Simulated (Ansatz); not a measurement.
InMo2N:
```cif
data_In2Mo4N2
_chemical_formula_sum 'In2 Mo4 N2'
_space_group_name_H-M_alt 'P63/mmc'
_space_group_IT_number 194
_space_group_name_Hall '-P 6c 2c'
_cell_length_a 3.17678
_cell_length_b 3.17678
_cell_length_c 13.26584
_cell_angle_alpha 90.000
_cell_angle_beta 90.000
_cell_angle_gamma 120.000
loop_
_atom_site_label
_atom_site_type_symbol
_atom_site_symmetry_multiplicity
_atom_site_Wyckoff_symbol
_atom_site_fract_x
_atom_site_fract_y
_atom_site_fract_z
_atom_site_occupancy
In1 In 2 d 0.66667 0.33333 0.25000 1
Mo1 Mo 4 f 0.33333 0.66667 0.07567 1
N1 N 2 a 0.00000 0.00000 0.00000 1
```

Relaxed at zero pressure with PBEsol (plane waves, PAW; program Ansatz).

**Question.** The volume is lowered by 6 % and shape and atoms relax at that volume. What pressure results, and how do the axes share the change?

**Answer.** 11.8 GPa; a -3.1 %, b -3.1 %, c 0.0 %; the energy rises by 31 meV/atom.

**Question.** Give the new structure.

**Answer.** 
Space group P6₃/mmc (No. 194); a = b = 3.080 Å, c = 13.270 Å, α = β = 90.00°, γ = 120.00°

| atom | site | symmetry | x | y | z |
|---|---|---|---|---|---|
| In | 2d | -6m2 | 0.6667 | 0.3333 | 0.2500 |
| Mo | 4f | 3m. | 0.3333 | 0.6667 | 0.0793 |
| N | 2a | -3m. | 0.0000 | 0.0000 | 0.0000 |

The phase is kept; no other phase was compared at this pressure.

Space group P6_3/mmc. The start of the workflow was typed in or built on a structure type; neither database checked (COD, Materials Project) lists it. Its standing as an ambient phase is unchecked. The cell was relaxed with PBEsol under the symmetry of its start. At this level the phase is mechanically unstable. The workflow began spin-polarised and lost its moments.

Potentials: the earlier of the program's two PAW sets.
